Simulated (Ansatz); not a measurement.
A relaxed cell of ZrTi₂N₃ is given with its symmetry left out. The cell was found from a structure generator's guess, not taken from experiment.

The calculation used Ansatz 0.2.0, DFT PBE, scalar-relativistic, plane waves, PAW. Cutoff 420 eV, Γ-centred mesh, Gaussian smearing, no spin polarisation.

```
Zr Ti N
1.0
     3.09160    0.00000    0.00000
    -1.54580    2.67740    0.00000
     0.00000    0.00000    7.56348
Zr Ti N
1 2 3
Direct
  0.00000 0.00000 0.00000
  0.33333 0.66667 0.65861
  0.66667 0.33333 0.34139
  0.66667 0.33333 0.81716
  0.00000 0.00000 0.50000
  0.33333 0.66667 0.18284
```

Formation energies are uncorrected and refer to the elements' standard structures at the same level (N₂ as a molecule).

Q: Find its symmetry and describe it.

A: P-3m1 (No. 164), with Zr and Ti ordered on rock salt sites. Conventional cell: a = 3.092 Å, c = 7.563 Å. Zr has 6 N at 2.26 Å, 6 Zr at 3.09 Å and 6 Ti at 3.14 Å; around Ti lie 6 N at 2.15 Å, 9 Ti at 2.99–3.09 Å and 3 Zr at 3.14 Å; around N on a site of symmetry 3m lie 3 Ti at 2.15 Å and 3 Zr at 2.26 Å; N on a site of symmetry -3m is surrounded by 6 Ti at 2.15 Å.

Q: How far does it lie from the elements in energy?

A: −1.68 eV/atom. A negative formation energy is needed for stability but isn't enough: competing phases decide.

Q: Is it a metal?

A: Yes, bands cross the Fermi level on the 12×12×6 mesh.

The last run used a 12×12×6 mesh (in the run's order of axes) for its 6-atom cell and Gaussian smearing of 0.10 eV. A structure relaxed within its symmetry needn't be a true minimum.
